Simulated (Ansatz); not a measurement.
Diamond alloy of Si and Ge (16 of 64 Si sites exchanged), 64 atoms

Ansatz, PAW, plane waves. PBEsol relaxation of volume and atoms (shape held) at the single k point (¼, ¼, ¼) without its symmetry partners; single points on the relaxed atoms at the Γ point alone, onto which points of the small cell's zone fold. Arrangement: quasirandom. No spin–orbit coupling unless named.

Relaxed structure:

```
Si Ge
1.0
    10.97287    0.00000    0.00000
     0.00000   10.97287    0.00000
     0.00000    0.00000   10.97287
Si Ge
48 16
Direct
  0.00049 0.00008 0.00030
  0.00041 0.99796 0.49596
  0.99853 0.49752 0.99842
  0.00023 0.50101 0.50049
  0.50052 0.50394 0.49972
  0.12398 0.12610 0.12319
  0.12547 0.62435 0.62551
  0.62633 0.12841 0.12526
  0.62427 0.12641 0.62747
  0.62552 0.62438 0.62493
  0.24849 0.25041 0.99941
  0.25110 0.75074 0.99890
  0.24867 0.74821 0.49985
  0.75083 0.25112 0.00082
  0.75506 0.74912 0.99966
  0.74784 0.74646 0.49809
  0.37219 0.37279 0.12601
  0.37435 0.87203 0.12555
  0.37403 0.87097 0.62419
  0.87586 0.37492 0.12490
  0.87730 0.37852 0.62791
  0.87748 0.87442 0.12382
  0.25108 0.49856 0.25150
  0.24737 0.50136 0.75194
  0.75467 0.49986 0.25019
  0.74987 0.50062 0.74992
  0.37684 0.12521 0.37240
  0.37531 0.12833 0.87635
  0.37425 0.62527 0.37548
  0.37270 0.62618 0.87294
  0.87915 0.12497 0.37425
  0.87753 0.12796 0.87878
  0.87564 0.62486 0.37584
  0.87620 0.62339 0.87457
  0.00044 0.25035 0.24833
  0.99867 0.25277 0.75265
  0.99872 0.75040 0.25131
  0.00198 0.74735 0.75114
  0.49845 0.24894 0.24717
  0.50171 0.24968 0.75219
  0.49811 0.75035 0.25163
  0.49790 0.74638 0.74685
  0.12255 0.37735 0.37299
  0.12505 0.37538 0.87570
  0.12405 0.87222 0.37589
  0.12348 0.87321 0.87747
  0.62789 0.37355 0.87380
  0.62475 0.87177 0.37500
  0.49913 0.00125 0.00278
  0.50045 0.99918 0.50067
  0.49816 0.49802 0.99809
  0.12114 0.12445 0.62490
  0.12519 0.62436 0.12491
  0.62791 0.62630 0.12683
  0.24999 0.25124 0.49652
  0.75294 0.24954 0.50218
  0.37711 0.37819 0.62767
  0.87639 0.87218 0.62236
  0.24868 0.99868 0.24963
  0.25121 0.99778 0.75252
  0.75048 0.99965 0.24974
  0.75192 0.00296 0.75128
  0.62404 0.37648 0.37302
  0.62455 0.87084 0.87459
```

Q: What are the mean bond lengths by pair (pairs within 1.2 times the sum of covalent radii, less contacts 15 % beyond the pair's median; cation–cation pairs of compounds aside; long ionic contacts are cut short by that bound)?

A: Ge–Ge 2.436 ± 0.007 Å (standard deviation, 8 bonds); Ge–Si 2.394 ± 0.006 Å (standard deviation, 48 bonds); Si–Si 2.357 ± 0.006 Å (standard deviation, 72 bonds).

Q: What gap lies between the top filled and the lowest empty level in the single points?

A: HSE06 1.17 eV (3.4 min on 7 threads of Neoverse-V2); r²SCAN 0.75 eV (26 s on 7 threads of Neoverse-V2). An indirect band minimum needn't fold onto Γ of this cell; where it doesn't, these gaps are too wide.
